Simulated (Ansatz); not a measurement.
ZrRh:
Space group Pm-3m (No. 221); a = 3.2539 Å, b = 3.2539 Å, c = 3.2539 Å, α = 90.00°, β = 90.00°, γ = 90.00°

| atom | site | symmetry | x | y | z |
|---|---|---|---|---|---|
| Rh | 1a | m-3m | 0.0000 | 0.0000 | 0.0000 |
| Zr | 1b | m-3m | 0.5000 | 0.5000 | 0.5000 |

Relaxed with PBEsol.

Which orbitals make up the states near the Fermi level in the program Ansatz at the PBEsol level (PAW)?

Within 0.5 eV of the Fermi level: Zr 4d 51 %, Rh 4d 37 %. Projections are on Löwdin-orthogonalised atomic valence shells; empty p or d shells of many metals are not among them.

Tabulate the density of states.

States/eV per cell of 2 atoms, in 0.25 eV bins, energy from the Fermi level.

| E (eV) | total | Rh 4d | Zr 4d | Zr 5s |
|---|---|---|---|---|
| -7.25 | 0.00 | 0.00 | 0.00 | 0.00 |
| -7.00 | 0.03 | 0.00 | 0.00 | 0.02 |
| -6.75 | 0.08 | 0.00 | 0.00 | 0.05 |
| -6.50 | 0.12 | 0.00 | 0.00 | 0.06 |
| -6.25 | 0.15 | 0.00 | 0.00 | 0.08 |
| -6.00 | 0.18 | 0.00 | 0.00 | 0.09 |
| -5.75 | 0.23 | 0.01 | 0.01 | 0.11 |
| -5.50 | 0.28 | 0.02 | 0.01 | 0.13 |
| -5.25 | 0.53 | 0.10 | 0.10 | 0.16 |
| -5.00 | 1.64 | 0.65 | 0.46 | 0.24 |
| -4.75 | 2.44 | 1.17 | 0.66 | 0.28 |
| -4.50 | 3.02 | 1.66 | 0.79 | 0.27 |
| -4.25 | 3.94 | 2.42 | 0.96 | 0.27 |
| -4.00 | 3.32 | 2.18 | 0.83 | 0.15 |
| -3.75 | 2.53 | 1.70 | 0.63 | 0.09 |
| -3.50 | 5.58 | 4.27 | 1.16 | 0.01 |
| -3.25 | 3.76 | 2.92 | 0.73 | 0.00 |
| -3.00 | 3.03 | 2.37 | 0.55 | 0.02 |
| -2.75 | 4.14 | 3.33 | 0.52 | 0.05 |
| -2.50 | 4.10 | 3.22 | 0.53 | 0.10 |
| -2.25 | 3.08 | 2.32 | 0.45 | 0.11 |
| -2.00 | 1.86 | 1.16 | 0.41 | 0.13 |
| -1.75 | 1.13 | 0.50 | 0.37 | 0.13 |
| -1.50 | 0.97 | 0.40 | 0.33 | 0.12 |
| -1.25 | 0.72 | 0.32 | 0.22 | 0.08 |
| -1.00 | 0.58 | 0.23 | 0.22 | 0.05 |
| -0.75 | 0.77 | 0.37 | 0.29 | 0.03 |
| -0.50 | 1.03 | 0.51 | 0.43 | 0.01 |
| -0.25 | 1.78 | 0.82 | 0.77 | 0.04 |
| 0.00 | 1.97 | 0.75 | 0.96 | 0.08 |
| 0.25 | 2.27 | 0.72 | 1.25 | 0.11 |
| 0.50 | 2.72 | 0.76 | 1.65 | 0.12 |
| 0.75 | 2.70 | 0.67 | 1.77 | 0.06 |
| 1.00 | 2.84 | 0.60 | 1.96 | 0.04 |
| 1.25 | 2.69 | 0.53 | 1.83 | 0.01 |
| 1.50 | 2.85 | 0.41 | 2.01 | 0.05 |
| 1.75 | 1.73 | 0.22 | 1.28 | 0.03 |
| 2.00 | 1.53 | 0.15 | 1.27 | 0.02 |
| 2.25 | 1.16 | 0.13 | 0.92 | 0.03 |
| 2.50 | 0.93 | 0.11 | 0.72 | 0.03 |
| 2.75 | 0.89 | 0.12 | 0.67 | 0.03 |
| 3.00 | 0.93 | 0.13 | 0.69 | 0.03 |
| 3.25 | 1.35 | 0.17 | 1.06 | 0.04 |
| 3.50 | 2.52 | 0.32 | 2.06 | 0.04 |
| 3.75 | 2.47 | 0.35 | 1.96 | 0.05 |
| 4.00 | 2.09 | 0.32 | 1.62 | 0.05 |
| 4.25 | 0.98 | 0.12 | 0.72 | 0.04 |
| 4.50 | 0.55 | 0.05 | 0.37 | 0.04 |
| 4.75 | 0.42 | 0.03 | 0.26 | 0.04 |

The workflow started from an entry of the Crystallography Open Database (COD), which files this formula under 2 space groups. Whether it is the stable phase at ambient conditions was not checked. Symmetry was held in the PBEsol relaxation; whether a distortion lowers the energy is not shown. No spin polarisation was allowed. Scalar-relativistic: spin–orbit coupling is off unless named, which matters more the heavier the elements.

Potentials: the later of the program's two PAW sets.
